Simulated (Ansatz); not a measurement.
The relaxed structure here is a generated cell of Ga2O3: the first start was made by a random draw of sites in a space group, and the end was not matched to a known phase here, so it may be hypothetical. Known forms of Ga2O3 include space group No. 12, 167.

A structure of Ga2O3 relaxed with PBEsol (plane waves to 420 eV, PAW, scalar-relativistic; Ansatz, a first-principles code); single points at other levels follow on the same geometry (Ansatz, PAW; HSE06 at 420 eV on a 8×8×8 k-mesh; no spin-orbit coupling). Space group I4/mmm (No. 139).

```cif
data_Ga2O3
_chemical_formula_sum 'Ga2 O3'
_space_group_name_H-M_alt 'P 1'
_space_group_IT_number 1
_cell_length_a 5.71416
_cell_length_b 5.71416
_cell_length_c 5.71416
_cell_angle_alpha 142.967
_cell_angle_beta 142.967
_cell_angle_gamma 53.375
loop_
_space_group_symop_operation_xyz
  'x, y, z'
loop_
_atom_site_label
_atom_site_type_symbol
_atom_site_fract_x
_atom_site_fract_y
_atom_site_fract_z
_atom_site_occupancy
Ga1 Ga 0.32939 0.32939 0.00000 1
Ga2 Ga 0.67061 0.67061 0.00000 1
O1 O 0.75000 0.25000 0.50000 1
O2 O 0.25000 0.75000 0.50000 1
O3 O 0.50000 0.50000 0.00000 1
```

| level | gap (eV) | kind | conduction minimum |
|---|---|---|---|
| PBEsol | 2.22 | indirect | Γ |
| HSE06 | 4.12 | – | Γ |

HSE06 gaps come from a coarse mesh plus a few chosen points, so they may be too large. No spin polarisation in the result.

The run could not lose the symmetry of its start: the end is stationary, and may be a saddle point rather than a minimum.
